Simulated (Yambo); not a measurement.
G0W0@LDA for KF (rock salt, space group Fm-3m, No. 225) in Yambo. Reference settings: 4×4×4 Γ-centred k mesh, 140 bands and a 14 Ry block in the screening, 140 bands in G with the Bruneval-Gonze terminator, plasmon pole fitted at 27.2 eV. The LDA gap Γ → Γ on this mesh is 6.40 eV; G0W0 gaps are taken between the same points.

| change from the reference | G0W0 gap Γ → Γ (eV) | shift of the valence edge (eV) |
|---|---|---|
| reference settings | 10.58 | -2.62 |
| wavefunctions cut at 50 Ry | 10.57 | -2.61 |
| 107 bands in W, 107 bands in G, 8 Ry block | 10.51 | -2.56 |
| 5 Ry block, no terminator | 10.44 | -2.53 |
| 27 bands in W, 27 bands in G, 2 Ry block | (withheld) | -2.81 |
| 46 bands in W, 46 bands in G, 5 Ry block, no terminator | (withheld) | -2.33 |
| 73 bands in W, 73 bands in G | 10.58 | -2.58 |
| 6×6×6 mesh | 10.59 | -2.65 |

Q: Estimate the withheld gaps from the other rows; the computed values follow.

A: 
- 27 bands in W, 27 bands in G, 2 Ry block, G0W0 gap Γ → Γ (eV): 10.91
- 46 bands in W, 46 bands in G, 5 Ry block, no terminator, G0W0 gap Γ → Γ (eV): 10.45

The reference isn't shown to be the converged limit.

Geometry relaxed with LDA; primitive cell a = 3.6474 Å, b = 3.6474 Å, c = 3.6474 Å, α = 60.00°, β = 60.00°, γ = 60.00°.

A shift is the quasiparticle energy of the state minus its LDA energy.
